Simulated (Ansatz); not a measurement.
## CuAs₄W: relaxation (Ansatz)

Launch command:

```bash
ansatz run input.yaml --threads 2 --pin off --max-ram 3584MiB --backend cpu --events-out ev --progress --plain --runs-dir out
```

Input:

```yaml
crystal:
  lattice:
    - [5.853299, 0.0, 0.0]
    - [0.911746, 7.207084, 0.0]
    - [-0.25859, -0.141447, 6.066996]
  atoms:
    - { symbol: Cu, position: [0.4962, 0.6621, 0.2362] }
    - { symbol: Cu, position: [0.5038, 0.3379, 0.7638] }
    - { symbol: W, position: [0.0166, 0.1745, 0.267] }
    - { symbol: W, position: [0.9834, 0.8255, 0.733] }
    - { symbol: As, position: [0.2481, 0.3556, 0.4171] }
    - { symbol: As, position: [0.7519, 0.6444, 0.5829] }
    - { symbol: As, position: [0.2243, 0.8769, 0.4324] }
    - { symbol: As, position: [0.7757, 0.1231, 0.5676] }
    - { symbol: As, position: [0.7293, 0.3859, 0.0956] }
    - { symbol: As, position: [0.2707, 0.6141, 0.9044] }
    - { symbol: As, position: [0.7845, 0.9036, 0.0512] }
    - { symbol: As, position: [0.2155, 0.0964, 0.9488] }
kpoints:
  mp_grid: { grid: [3, 3, 3], shift: [0.0, 0.5, 0.5] }
magnetization:
  spin_polarized: false
scf:
  occupations: { method: fermi_dirac }
  lower_state_search: "off"
hamiltonian:
  pseudopotentials: { kind: paw }
  xc: lda
basis:
  ecutwfc: 420
  fft_grid_basis: typed
relax:
  max_steps: 80
  cell: { p_target: 20.0 }
  f_tol: 0.03
output:
  forces: true
  stress: true
  eigenvalues: true
  populations: true
  elf: true
  write_potential: true
  volumetric_format: npy
  dos:
    e_range: [-12, 8]
    de: 0.05
    projected: { site_lists: { As: [As], Cu: [Cu], W: [W] } }
  write_density: true
  bader: false
checkpoint:
  read: saved_state
```

Origin of the cell: a known structure type with other elements, at an estimated volume, so it need not be a known compound.

The smearing width isn't typed, so it takes its default of 0.1 eV.

The saved state is a converged single point of the same cell.

Steps («new basis» is an SCF on plane waves selected anew at the same cell):

```tsv
step	ΔH (meV/atom)	max force component (eV/Å)	P (GPa)	volume (Å³)	SCF iterations	step was
1	0.0	3.381	2.07	255.94	7	accepted
2	-401.8	1.574	8.84	227.42	8	accepted
3	-602.9	1.680	16.28	208.80	9	accepted
4	-773.6	1.754	21.28	196.40	9	accepted
5	-946.6	2.075	21.91	190.06	9	accepted
6	-1057.2	1.596	22.26	185.98	8	accepted
7	-993.3	3.361	34.14	175.93	9	rejected
8	-1117.7	0.769	20.46	185.75	13	accepted
9	-1147.4	0.532	19.51	185.76	8	accepted
10	-1174.9	0.291	20.23	183.56	8	accepted
11	-1180.6	0.138	20.31	182.43	8	accepted
12	-1182.0	0.071	20.13	182.13	8	accepted
13	-1182.8	0.104	20.12	181.67	7	accepted
14	-1183.3	0.815	20.51	178.53	8	accepted
15	-1187.8	0.213	19.86	179.92	8	accepted
16	-1204.3	0.344	20.72	177.07	9	accepted
17	-1201.4	1.022	22.32	175.22	9	rejected
18	-1219.7	0.223	20.01	176.85	13	accepted
19	-1232.6	0.303	20.33	176.06	8	accepted
20	-1247.2	0.233	20.68	174.99	8	accepted
21	-1245.0	0.411	19.05	176.67	8	rejected
22	-1253.0	0.216	19.93	175.15	12	accepted
23	-1252.5	0.352	20.32	174.97	7	rejected
24	-1254.0	0.055	20.05	175.11	11	accepted
25	-1254.1	0.045	20.07	175.08	6	accepted
26	-1254.1	0.020	19.95	175.13	6	accepted
27	-1254.1	0.011	20.03	175.07	6	accepted
28	-1254.1	0.007	19.93	175.18	6	accepted
29	-1254.2	0.003	19.99	175.12	6	accepted
30	-1253.1	0.003	19.97	175.12	8	new basis
31	-1253.1	0.003	20.01	175.08	6	accepted
32	-1253.1	0.003	20.01	175.08	9	new basis
```

Step 1, with forces in eV/Å:

```xyz
12
Lattice="5.853 0.000 0.000 0.912 7.207 0.000 -0.259 -0.141 6.067" Properties=species:S:1:pos:R:3:forces:R:3 pbc="T T T" step=1
Cu    3.447    4.738    1.433    0.205   -0.037    0.311
Cu    3.059    2.327    4.634   -0.205    0.037   -0.311
W     0.187    1.220    1.620   -2.694   -2.398   -0.736
W     6.319    5.846    4.447    2.694    2.398    0.736
As    1.669    2.504    2.531    3.381    2.499    2.296
As    4.838    4.562    3.536   -3.381   -2.499   -2.296
As    2.001    6.259    2.623    0.923   -0.246   -1.215
As    4.506    0.807    3.444   -0.923    0.246    1.215
As    4.596    2.768    0.580   -0.911    0.655   -0.693
As    1.911    4.298    5.487    0.911   -0.655    0.693
As    5.403    6.505    0.311   -1.055    0.453    1.879
As    1.104    0.561    5.756    1.055   -0.453   -1.879
```

Step 3, with forces in eV/Å:

```xyz
12
Lattice="5.398 -0.114 0.031 0.700 6.648 0.065 -0.204 -0.075 5.804" Properties=species:S:1:pos:R:3:forces:R:3 pbc="T T T" step=3
Cu    3.145    4.315    1.443    0.367   -0.328   -0.061
Cu    2.749    2.144    4.456   -0.367    0.328    0.061
W     0.108    1.053    1.526   -0.577   -0.946    0.154
W     5.786    5.406    4.373    0.577    0.946   -0.154
As    1.641    2.441    2.518    0.543    1.041   -0.199
As    4.253    4.018    3.382   -0.543   -1.041    0.199
As    1.862    5.740    2.483    0.881   -0.215   -0.132
As    4.033    0.719    3.416   -0.881    0.215    0.132
As    4.158    2.514    0.534    0.298    0.153   -0.349
As    1.737    3.945    5.366   -0.298   -0.153    0.349
As    4.696    5.925    0.529   -1.680   -0.305    0.387
As    1.198    0.533    5.370    1.680    0.305   -0.387
```

Step 6, with forces in eV/Å:

```xyz
12
Lattice="4.922 -0.302 -0.019 0.395 6.584 0.142 -0.230 0.006 5.718" Properties=species:S:1:pos:R:3:forces:R:3 pbc="T T T" step=6
Cu    2.739    3.930    1.485   -0.143    0.060    0.088
Cu    2.348    2.358    4.356    0.143   -0.060   -0.088
W    -0.011    0.673    1.518    0.211   -1.074   -0.096
W     5.098    5.615    4.323   -0.211    1.074    0.096
As    1.057    2.693    2.485   -0.945   -0.668   -0.121
As    4.030    3.595    3.356    0.945    0.668    0.121
As    1.922    5.692    2.689   -1.157   -0.439    0.012
As    3.165    0.596    3.152    1.157    0.439   -0.012
As    3.997    2.353    0.439    1.221    0.155    0.123
As    1.089    3.934    5.402   -1.221   -0.155   -0.123
As    3.657    5.703    0.368    1.596   -1.136    0.146
As    1.430    0.585    5.473   -1.596    1.136   -0.146
```

Step 9, with forces in eV/Å:

```xyz
12
Lattice="5.164 -0.343 0.042 0.382 6.450 0.095 -0.176 -0.038 5.553" Properties=species:S:1:pos:R:3:forces:R:3 pbc="T T T" step=9
Cu    2.816    3.727    1.433   -0.109   -0.073    0.023
Cu    2.553    2.341    4.257    0.109    0.073   -0.023
W    -0.013    0.536    1.440    0.112   -0.368   -0.185
W     5.383    5.532    4.250   -0.112    0.368    0.185
As    1.060    2.526    2.449   -0.388   -0.346    0.059
As    4.310    3.542    3.240    0.388    0.346   -0.059
As    1.971    5.520    2.604    0.198    0.532    0.146
As    3.398    0.549    3.086   -0.198   -0.532   -0.146
As    4.317    2.258    0.439    0.515    0.045   -0.066
As    1.052    3.811    5.251   -0.515   -0.045    0.066
As    3.807    5.482    0.342   -0.122    0.307   -0.083
As    1.563    0.587    5.348    0.122   -0.307    0.083
```

Step 12, with forces in eV/Å:

```xyz
12
Lattice="5.438 -0.351 0.084 0.415 6.268 -0.006 -0.145 -0.125 5.318" Properties=species:S:1:pos:R:3:forces:R:3 pbc="T T T" step=12
Cu    2.932    3.462    1.296    0.007    0.003   -0.030
Cu    2.776    2.331    4.101   -0.007   -0.003    0.030
W     0.001    0.410    1.342    0.038   -0.039    0.070
W     5.708    5.383    4.054   -0.038    0.039   -0.070
As    1.068    2.343    2.430    0.061   -0.005    0.029
As    4.640    3.450    2.966   -0.061    0.005   -0.029
As    2.127    5.348    2.468   -0.017   -0.055    0.012
As    3.581    0.445    2.928    0.017    0.055   -0.012
As    4.682    2.119    0.314   -0.055   -0.012    0.008
As    1.026    3.674    5.083    0.055    0.012   -0.008
As    3.973    5.298    0.254   -0.040   -0.010   -0.071
As    1.735    0.494    5.143    0.040    0.010    0.071
```

Step 14, with forces in eV/Å:

```xyz
12
Lattice="5.540 -0.381 0.079 0.394 6.020 -0.212 -0.153 -0.291 5.337" Properties=species:S:1:pos:R:3:forces:R:3 pbc="T T T" step=14
Cu    2.954    3.158    1.018   -0.004    0.318    0.815
Cu    2.826    2.189    4.186    0.004   -0.318   -0.815
W     0.006    0.223    1.383    0.021   -0.127   -0.735
W     5.775    5.125    3.822   -0.021    0.127    0.735
As    1.108    2.150    2.489   -0.136   -0.108   -0.006
As    4.673    3.197    2.715    0.136    0.108    0.006
As    2.153    4.956    2.336    0.012   -0.158   -0.036
As    3.628    0.392    2.869   -0.012    0.158    0.036
As    4.844    1.862    0.176    0.098   -0.292   -0.316
As    0.936    3.486    5.029   -0.098    0.292    0.316
As    3.999    5.008   -0.051    0.090   -0.105    0.151
As    1.782    0.339    5.255   -0.090    0.105   -0.151
```

Step 18, with forces in eV/Å:

```xyz
12
Lattice="5.551 -0.391 0.144 0.384 5.831 -0.181 -0.087 -0.269 5.445" Properties=species:S:1:pos:R:3:forces:R:3 pbc="T T T" step=18
Cu    2.964    2.972    1.138   -0.006   -0.181    0.173
Cu    2.884    2.199    4.269    0.006    0.181   -0.173
W     0.018    0.117    1.382   -0.064   -0.123   -0.164
W     5.830    5.054    4.026    0.064    0.123    0.164
As    1.072    1.987    2.655   -0.203   -0.169    0.201
As    4.776    3.184    2.753    0.203    0.169   -0.201
As    2.180    4.747    2.482    0.120    0.040    0.010
As    3.668    0.424    2.926   -0.120   -0.040   -0.010
As    4.876    1.691    0.113    0.168   -0.119   -0.223
As    0.973    3.480    5.295   -0.168    0.119    0.223
As    3.982    4.789    0.010   -0.032   -0.074   -0.136
As    1.866    0.382    5.397    0.032    0.074    0.136
```

Step 20, with forces in eV/Å:

```xyz
12
Lattice="5.575 -0.413 0.182 0.360 5.615 -0.081 -0.048 -0.185 5.566" Properties=species:S:1:pos:R:3:forces:R:3 pbc="T T T" step=20
Cu    2.937    2.710    1.288    0.023   -0.233    0.052
Cu    2.949    2.307    4.378   -0.023    0.233   -0.052
W    -0.034    0.038    1.398   -0.006   -0.079    0.080
W     5.920    4.979    4.269    0.006    0.079   -0.080
As    0.976    1.828    2.862    0.064    0.092   -0.041
As    4.911    3.188    2.805   -0.064   -0.092    0.041
As    2.208    4.561    2.646   -0.118   -0.122    0.099
As    3.678    0.456    3.020    0.118    0.122   -0.099
As    4.892    1.570    0.147   -0.038    0.163    0.180
As    0.994    3.446    5.519    0.038   -0.163   -0.180
As    3.960    4.531    0.028    0.003    0.032   -0.032
As    1.926    0.486    5.639   -0.003   -0.032    0.032
```

Step 25, with forces in eV/Å:

```xyz
12
Lattice="5.552 -0.394 0.075 0.380 5.564 -0.153 -0.158 -0.232 5.645" Properties=species:S:1:pos:R:3:forces:R:3 pbc="T T T" step=25
Cu    2.924    2.590    1.245   -0.005   -0.011   -0.008
Cu    2.849    2.348    4.322    0.005    0.011    0.008
W    -0.043   -0.040    1.420   -0.001    0.045    0.001
W     5.817    4.978    4.147    0.001   -0.045   -0.001
As    0.907    1.772    2.902    0.014    0.009   -0.012
As    4.867    3.166    2.665   -0.014   -0.009    0.012
As    2.161    4.462    2.648    0.026    0.003   -0.016
As    3.613    0.477    2.919   -0.026   -0.003    0.016
As    4.870    1.579    0.088    0.003    0.015    0.000
As    0.904    3.360    5.479   -0.003   -0.015    0.000
As    3.974    4.495   -0.178   -0.019   -0.010   -0.015
As    1.799    0.443    5.745    0.019    0.010    0.015
```

Step 32, with forces in eV/Å:

```xyz
12
Lattice="5.553 -0.397 0.063 0.376 5.570 -0.151 -0.170 -0.228 5.639" Properties=species:S:1:pos:R:3:forces:R:3 pbc="T T T" step=32
Cu    2.919    2.595    1.234    0.000    0.001    0.000
Cu    2.839    2.349    4.317    0.000   -0.001    0.000
W    -0.048   -0.033    1.418    0.001    0.001   -0.002
W     5.806    4.977    4.132   -0.001   -0.001    0.002
As    0.900    1.778    2.903    0.001    0.002    0.000
As    4.858    3.167    2.648   -0.001   -0.002    0.000
As    2.153    4.467    2.644   -0.003    0.001   -0.001
As    3.605    0.477    2.906    0.003   -0.001    0.001
As    4.870    1.577    0.069    0.003    0.000    0.000
As    0.888    3.367    5.482   -0.003    0.000    0.000
As    3.969    4.499   -0.190    0.001    0.001    0.003
As    1.789    0.445    5.740   -0.001   -0.001   -0.003
```

| Quantity | Value |
| --- | --- |
| Enthalpy lowered by | 1253.1 meV/atom |
| Volume change | -31.59 % |
| Final pressure | 20.01 GPa |
| Relaxation steps listed | 32 |

Caveats: no moments, though an odd count or open d shells may carry them; no spin-orbit coupling, though heavy elements are present; the k mesh is coarse if the cell is a metal; the relaxation held the start's symmetry, so the end may be a saddle point.

Time: 11 min on 2 threads of Arm Neoverse V1, on a shared host, peak memory 0.93 GiB, from a saved density.
